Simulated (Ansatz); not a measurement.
GaN:
```cif
data_Ga4N4
_chemical_formula_sum 'Ga4 N4'
_space_group_name_H-M_alt 'Fm-3m'
_space_group_IT_number 225
_space_group_name_Hall '-F 4 2 3'
_cell_length_a 4.21947
_cell_length_b 4.21947
_cell_length_c 4.21947
_cell_angle_alpha 90.000
_cell_angle_beta 90.000
_cell_angle_gamma 90.000
loop_
_atom_site_label
_atom_site_type_symbol
_atom_site_symmetry_multiplicity
_atom_site_Wyckoff_symbol
_atom_site_fract_x
_atom_site_fract_y
_atom_site_fract_z
_atom_site_occupancy
Ga1 Ga 4 a 0.00000 0.00000 0.00000 1
N1 N 4 b 0.50000 0.50000 0.50000 1
```
(The calculation used a cell of 2 atoms; values per cell refer to that cell.)

Relaxed with PBEsol. DFT-PBEsol in the program Ansatz with PAW potentials gives a gap of 0.54 eV.

What gap does HSE06 give on the same cell (Ansatz, PAW)?

1.89 eV, 1.34 eV more. The hybrid was solved on a coarser mesh and at special points; its gap is the smallest among all of these.

| k | v1 PBEsol | c1 PBEsol | v1 HSE06 | c1 HSE06 |
|---|---|---|---|---|
| Γ | -0.54 | 2.27 | ___ | ___ |
| X | -3.11 | 0.54 | -3.30 | 1.89 |
| L | -0.18 | 4.60 | ___ | ___ |
| W | -4.70 | 5.11 | ___ | ___ |
| K | -2.17 | 3.13 | ___ | ___ |

Top valence (v1) and lowest conduction level (c1) in eV from each method's valence maximum (which need not be a listed point): supply the withheld HSE06 values.


- W, v1 HSE06: -4.81
- W, c1 HSE06: 6.65
- K, v1 HSE06: -2.31
- K, c1 HSE06: 4.54
- L, v1 HSE06: -0.22
- L, c1 HSE06: 5.95
- Γ, v1 HSE06: -0.53
- Γ, c1 HSE06: 3.59

Cost on shared cores: the PBEsol run (SCF on a 11×11×11 mesh, then bands and DOS) roughly 7 core-seconds, the HSE06 run (SCF on 8×8×8, then a few points) around 50 core-seconds (rough); the tasks are unlike.

This is a known high-pressure phase of the composition, computed here at zero pressure and temperature. The cell was relaxed with PBEsol under the symmetry of its start; whether a distortion lowers the energy is not shown. Spin–orbit coupling is left out wherever it is not named.

Potentials: the later of the program's two PAW sets.
